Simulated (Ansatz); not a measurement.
La₃Ni₂O₇:
```yaml
crystal:
  lattice:
    - [-1.92232, 1.92232, 10.11534]
    - [1.92232, -1.92232, 10.11534]
    - [1.92232, 1.92232, -10.11534]
  atoms:
    - { symbol: Ni, position: [0.90187, 0.90187, 0.00000] }
    - { symbol: O, position: [0.90282, 0.40282, 0.50000] }
    - { symbol: O, position: [0.40282, 0.90282, 0.50000] }
    - { symbol: La, position: [0.50000, 0.50000, 0.00000] }
    - { symbol: O, position: [0.00000, 0.00000, 0.00000] }
    - { symbol: Ni, position: [0.09813, 0.09813, 0.00000] }
    - { symbol: O, position: [0.09718, 0.59718, 0.50000] }
    - { symbol: O, position: [0.59718, 0.09718, 0.50000] }
    - { symbol: La, position: [0.32134, 0.32134, 0.00000] }
    - { symbol: O, position: [0.79642, 0.79642, 0.00000] }
    - { symbol: La, position: [0.67866, 0.67866, 0.00000] }
    - { symbol: O, position: [0.20358, 0.20358, 0.00000] }
```
The run is spin-polarised; directions of the spins, atom by atom: ↑ 0 0 0 0 ↑ 0 0 0 0 0 0.

Relaxed with r²SCAN. Special points in fractions of this cell's reciprocal vectors: Γ (0.000, 0.000, 0.000); X (0.000, 0.000, 0.500); P (0.250, 0.250, 0.250); N (0.000, 0.500, 0.000); M (0.500, 0.500, -0.500); S (0.259, 0.741, -0.259); S0 (-0.259, 0.259, 0.259); R (-0.018, 0.018, 0.500); G (0.500, 0.500, -0.018).

Task: List the band energies nearest the Fermi level at these points for r²SCAN (plane waves, PAW; program Ansatz).

Result: In eV from the Fermi level; about four levels below and three above (degenerate sets whole), none deeper than 8.9 eV; points with the same levels are listed once.

| k | below | above |
|---|---|---|
| Γ ↑ | -2.21 -1.79 -1.79 -1.31 | 1.50 2.44 2.53 |
| X ↑ | -1.56 -1.54 -1.53 -1.39 | 0.12 1.38 1.38 |
| P ↑ | -1.74 -1.74 -1.55 -1.55 -1.28 | 0.12 1.38 1.38 |
| N ↑ | -1.86 -1.86 -1.74 -0.64 | 0.45 2.87 2.88 |
| M ↑ | -2.10 -1.81 -1.81 -1.36 | 1.29 2.39 2.83 |
| S ↑ | -1.86 -1.86 -1.74 -0.63 | 0.44 2.88 2.88 |
| R ↑ | -1.57 -1.54 -1.53 -1.39 | 0.12 1.37 1.37 |
| Γ ↓ | -2.23 -2.23 -2.03 -1.41 -1.41 | 0.58 0.59 0.85 |
| X ↓ | -1.18 -1.18 -1.02 -1.00 -0.94 | 1.53 2.64 2.94 2.94 |
| P ↓ | -1.18 -1.01 -1.01 -0.94 | 1.53 2.64 2.94 2.94 |
| N ↓ | -1.36 -1.34 -1.30 -1.23 | 0.84 1.14 2.13 |
| M ↓ | -2.10 -2.10 -1.46 -1.46 | 0.58 0.60 1.00 |
| S ↓ | -1.36 -1.34 -1.30 -1.24 | 0.84 1.14 2.14 |
| R ↓ | -1.18 -1.18 -1.03 -1.01 -0.94 | 1.53 2.64 2.94 2.94 |

Space group I4/mmm. The start of the workflow was typed in or built on a structure type; neither database checked (COD, Materials Project) lists it. Whether it is the stable phase at ambient conditions was not checked. The r²SCAN relaxation kept the symmetry of its start; whether a distortion lowers the energy is not shown. Magnetic state: ferromagnetic, the only order run, not a proven ground state. The program gave a warning on the electronic state, which may not be the lowest. No Hubbard U is applied. The compound may be a true metal, but semilocal functionals without U, or a wrong spin order, can also close a gap. Scalar-relativistic: spin–orbit coupling is off unless named, which matters more the heavier the elements.

Potentials: the earlier of the program's two PAW sets.
